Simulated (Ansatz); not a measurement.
### Question
Monolayer SnS$_{2}$ (1T, P-3m1 in the vacuum cell, 3 atoms) is relaxed with LDA (plane waves, PAW; program Ansatz). What in-plane lattice and thickness result?

### Answer
a = 3.617 Å; 2.94 Å between the outermost nuclei.

Band gap: 1.46 eV (indirect). Valence-band maximum: on the Γ–M line, 27 % of the way from Γ. Conduction-band minimum: at M. Ionisation potential (Kohn–Sham): 6.88 eV. Electron affinity (Kohn–Sham): 5.43 eV. Electron effective mass, in the valley at M: 0.23 along x, 0.75 along y (mₑ). Hole effective mass, in the valley on the Γ–M line, 27 % of the way from Γ: 0.24 along x, 2.0 along y (mₑ).

A layer that has been made, often on a substrate. The cell was relaxed with LDA under the symmetry of its start; its stability against distortions is not shown here. Scalar-relativistic: spin–orbit coupling is off unless named, which matters more the heavier the elements.

Potentials: the earlier of the program's two PAW sets.
